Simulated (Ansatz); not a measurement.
Crystals of one structure type (rock salt), relaxed and computed with DFT-PBE in the program Ansatz with PAW potentials.

```
crystal  a (Å)  ΔH_f (eV/atom)  B₀ by P(V) fit (GPa)
-------  -----  --------------  --------------------
AlRu     4.982            0.15                   144
ZrRu     5.356            0.05                   140
MoRu     5.101            0.88                   214
TaRu     5.207            0.34                   200
RuW      5.130            0.97                   233
```

Typed or built starts, not in the databases checked: AlRu, rock salt; ZrRu, rock salt; MoRu, rock salt; TaRu, rock salt; RuW, rock salt. All cells were relaxed under the symmetry of their starts (and spin orders); stability against distortions was not tested throughout. Rows with no word on spin ran without spin polarisation. Spin–orbit coupling is left out wherever it is not named.

Potentials: the later of the program's two PAW sets.

Formation energies count from the lowest solids of the elements computed at the same level, not from gases.
